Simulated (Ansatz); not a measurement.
**Question.** Each is relaxed and computed with PBE (plane waves, PAW; program Ansatz). Which is the only metal?
(A) GeS2, R-3m (Ge on 3a, S on 6c)
(B) BaZrO3, cubic perovskite
(C) LiGeN, P6_3mc (Li on 2b, Ge on 2a, N on 2b)
(D) ZrGe2, MoSi2 or CaC2 type

**Answer.** D, ZrGe2, MoSi2 or CaC2 type. ZrGe2: metal; GeS2: gap 0.67 eV (indirect); BaZrO3: gap 3.18 eV (indirect); LiGeN: gap 1.45 eV (indirect). Constructed cells (a structure type filled with these elements, in neither database checked): ZrGe2, MoSi2 or CaC2 type; GeS2, R-3m (Ge on 3a, S on 6c). Standing as an ambient phase not checked: LiGeN, P6_3mc (Li on 2b, Ge on 2a, N on 2b). Weakly bound layers, chains or molecules computed without a dispersion correction, so cells and soft constants are ill determined: GeS2, R-3m (Ge on 3a, S on 6c). Unstable at this level: BaZrO3, cubic perovskite. All cells were relaxed under the symmetry of their starts (and spin orders); stability against distortions was not tested throughout. Rows with no word on spin ran without spin polarisation. Spin–orbit coupling is left out wherever it is not named.

Potentials: the later of the program's two PAW sets.
